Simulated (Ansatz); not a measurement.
A geometry of Be away from equilibrium: the start of the relaxation of a relaxed Be cell displaced along its unstable phonon at q = (0, 0, ½) of its primitive reciprocal cell (271i cm⁻¹), largest move 0.15 Å. All values below come from PBEsol (plane waves to 420 eV, PAW, scalar-relativistic; Ansatz, a first-principles code). Γ-centred k-mesh 17×17×7 on the run's cell (coarser than for final values), Fermi–Dirac smearing 0.05 eV.

```xyz
2
Lattice="2.1405 0.0000 0.0000 -1.0702 1.8537 0.0000 0.0000 0.0000 4.8364" Properties=species:S:1:pos:R:3:forces:R:3 pbc="T T T" free_energy=-179.705 pressure_GPa=-0.3
Be     0.0000    -0.1500     0.0000    0.0000   -0.3504    0.0000
Be     0.0000     0.1500     2.4182    0.0000    0.3504    0.0000
```

Positions in Å, forces in eV/Å, free energy of the cell in eV (comparable only within this code, potentials and settings). Largest force: 0.35 eV/Å, on Be1, Be2 (atoms numbered as listed); the geometry lies 0.50 eV/atom above the end of its relaxation.

No spin polarisation in the result.

The run could not lose the symmetry of its start.

Of the parent cell (P6/mmm (No. 191)): it is a generated cell of Be: the first start was made by placing the elements on the sites of a structure type, and the end was not matched to a known phase here, so it may be hypothetical. Known forms of Be include space group No. 194.
